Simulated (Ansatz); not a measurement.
CaSnS₃:
```yaml
crystal:
  lattice:
    - [3.32792, 1.92138, 6.13582]
    - [-3.32792, 1.92138, 6.13582]
    - [0.00000, -3.84275, 6.13582]
  atoms:
    - { symbol: Ca, position: [0.35814, 0.35814, 0.35814] }
    - { symbol: Ca, position: [0.64186, 0.64186, 0.64186] }
    - { symbol: Sn, position: [0.15711, 0.15711, 0.15711] }
    - { symbol: Sn, position: [0.84289, 0.84289, 0.84289] }
    - { symbol: S, position: [0.21473, 0.56090, 0.96347] }
    - { symbol: S, position: [0.78527, 0.43910, 0.03653] }
    - { symbol: S, position: [0.96347, 0.21473, 0.56090] }
    - { symbol: S, position: [0.03653, 0.78527, 0.43910] }
    - { symbol: S, position: [0.56090, 0.96347, 0.21473] }
    - { symbol: S, position: [0.43910, 0.03653, 0.78527] }
```

DFT-PBEsol in the program Ansatz with PAW potentials gives a gap of 1.72 eV without spin–orbit coupling, maximum off the standard path, at k = (0.203, 0.411, 0.318), minimum at T.

### Question
What happens when spin–orbit coupling is switched on?

### Answer
The gap is nearly the same, to 1.72 eV; maximum off the standard path, at k = (0.208, 0.411, 0.323), minimum at T.

### Question
Give the electron effective mass with spin–orbit coupling.

### Answer
0.56, 0.81, 0.81 mₑ (principal values).

### Question
Give the hole effective mass with spin–orbit coupling.

### Answer
0.47, 1.4, 3.5 mₑ (principal values).

Space group R-3. The workflow started from a Materials Project entry (that database holds measured and hypothetical structures alike); the Crystallography Open Database copy checked does not list it. Whether it is the stable phase at ambient conditions was not checked. Symmetry was held in the PBEsol relaxation; of distortions, only those at the zone centre were tested.

Potentials: the later of the program's two PAW sets.
